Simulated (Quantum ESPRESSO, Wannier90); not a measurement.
Wannierisation of Li₂Pd (P6/mmm)

Cell from Materials Project (mp-728), symmetrised, no further relaxation. COD (Crystallography Open Database) has an entry of this formula and space group (matched by these alone). Computed values, not measurements, from PBEsol: Quantum ESPRESSO (norm-conserving PseudoDojo potentials, cutoff 66 Ry, no spin polarisation, no spin-orbit coupling) on a Γ-centred 6×6×8 mesh, then Wannier90. Density: 12×12×16 mesh, cold smearing 0.01 Ry.

The plane-wave run has 29 bands and 24 electrons a cell. On the energy scale of pw.x, whose zero is arbitrary, the Fermi level lies at 8.57 eV.

Input w.win, without the blocks of cell, atoms and k-points (288 lines):

```
num_bands = 27
num_wann = 17
exclude_bands = 5-6
num_iter = 1000
conv_tol = 1.0e-6
conv_window = 4
dis_num_iter = 1000
dis_conv_tol = 1.0e-6
dis_froz_max = 10.07
write_hr = true
write_u_matrices = true
begin projections
f=0.32891,-0.32502,0.50626: s;p
f=-0.32394,0.33741,0.48642: s;p
end projections
mp_grid = 6 6 8
```

### Question
This input has a fault. Which, and what does the program do?

### Answer
wannier90.x -pp stops with:
```
w90_readwrite_get_projections: too few projection functions defined
```
The projections block defines fewer trial orbitals than num_wann. Mended as below, all else unchanged, the run goes through (Ω_I = 12.8 Å²) and follows the plane-wave bands to 3.8 meV rms (states up to 1.0 eV relative to the Fermi level).
```
f=-0.00789,0.00574,0.00159: s;p;d
```
